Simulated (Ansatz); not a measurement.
Relaxed-ion elastic tensor of In (body-centred tetragonal, space group No. 139) in GPa (Voigt order), plane-wave PAW LDA (Ansatz code); density 7.77 g/cm³, 24.55 Å³ per atom.

|  | 1 | 2 | 3 | 4 | 5 | 6 |
|---|---|---|---|---|---|---|
| 1 | 72.5 | 34.7 | 44.8 | 0.0 | 0.0 | 0.0 |
| 2 | 34.7 | 72.5 | 44.8 | 0.0 | 0.0 | 0.0 |
| 3 | 44.8 | 44.8 | 58.1 | 0.0 | 0.0 | 0.0 |
| 4 | 0.0 | 0.0 | 0.0 | 5.4 | 0.0 | 0.0 |
| 5 | 0.0 | 0.0 | 0.0 | 0.0 | 5.4 | 0.0 |
| 6 | 0.0 | 0.0 | 0.0 | 0.0 | 0.0 | 9.2 |

Question: Is the crystal mechanically stable?

Answer: Yes: the smallest eigenvalue of C is 5.4 GPa.

Question: Work out the Voigt, Reuss and Hill averages.

Answer: K_V = 50.2, K_R = 50.1, K_H = 50.2; G_V = 9.2, G_R = 7.5, G_H = 8.4 GPa.

Question: Give Young's modulus, Poisson's ratio, Pugh's ratio and the universal anisotropy index.

Answer: E = 9KG/(3K + G) = 23.8 GPa; ν = 0.42; K/G = 6.00 (ductile by the Pugh limit of 1.75); A_U = 5G_V/G_R + K_V/K_R − 6 = 1.19.

Question: Estimate the sound speeds and the Debye temperature.

Answer: v_l = √((K + 4G/3)/ρ) = 2810 m/s, v_t = √(G/ρ) = 1040 m/s, mean 1180 m/s; Θ = (h/k)(3n/4πV)^(1/3) v_m = 121 K.

Question: How much does each axis shrink under pressure?

Answer: Linear compressibilities β_i = Σ_j S_ij (j = 1 to 3): x 6.0, y 6.0, z 8.0 per TPa.

Space group I4/mmm (body-centred tetragonal). The cell was relaxed with LDA under the symmetry of its start. As this level gives no gap, shear constants depend on the k-mesh and smearing (Fermi–Dirac, 0.1 eV here).

Potentials: the later of the program's two PAW sets.
